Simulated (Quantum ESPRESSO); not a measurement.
**Quadrupole interaction in K3RbI4 (changed cell)**

```
CELL_PARAMETERS angstrom
      7.27480     0.00000     0.00000
      0.00000     7.27480     0.00000
      0.00000     0.00000     7.27480
ATOMIC_POSITIONS crystal
  Rb 0.00000 0.00000 0.00000
  I  0.50000 0.00000 0.00000
  K  0.00000 0.50000 0.50000
  I  0.50000 0.50000 0.50000
  K  0.50000 0.00000 0.50000
  I  0.00000 0.00000 0.50000
  K  0.50000 0.50000 0.00000
  I  0.00000 0.50000 0.00000
```
The cell was made here from a computed Materials Project entry: one of 4 K replaced by Rb, cell and atoms relaxed (PBE without dispersion, pw.x of a modified build of Quantum ESPRESSO, symmetry kept). The parent is KI in Fm-3m. The swapped cell is a model, not a known phase. Stability against distortions was not tested.

Convention: |Vzz| is the largest principal value, η_Q = (Vxx − Vyy)/Vzz, |C_Q| = |eQVzz/h|. Cores are frozen. I had no test against all-electron runs. Spin–orbit coupling is left out, a limit on I.

Quadrupole moments taken as inputs (sizes, barn, from the tables of PySCF and pymatgen): ⁸⁵Rb 0.276, ¹²⁷I 0.696, ³⁹K 0.0585.

**Question.** What do the calculations give at each independent site (field gradients by PBE PAW (JTH datasets; density from pw.x of Quantum ESPRESSO, gradients reconstructed from it by a script), 20 Ha, k-mesh 3×3×3 through Γ)?

**Answer.** 
| site | site symmetry | Vzz (a.u.) | η_Q | ∣C_Q∣ (MHz) |
|---|---|---|---|---|
| Rb (atom 1) | m-3m | 0 | – | 0 (⁸⁵Rb) |
| I1 (atoms 2, 6, 8) | 4/mmm | -0.323 | 0.00 | 52.8 (¹²⁷I) |
| K (atoms 3, 5, 7) | 4/mmm | under 0.02 | – | under 0.27 (³⁹K) |
| I2 (atom 4) | m-3m | 0 | – | 0 (¹²⁷I) |
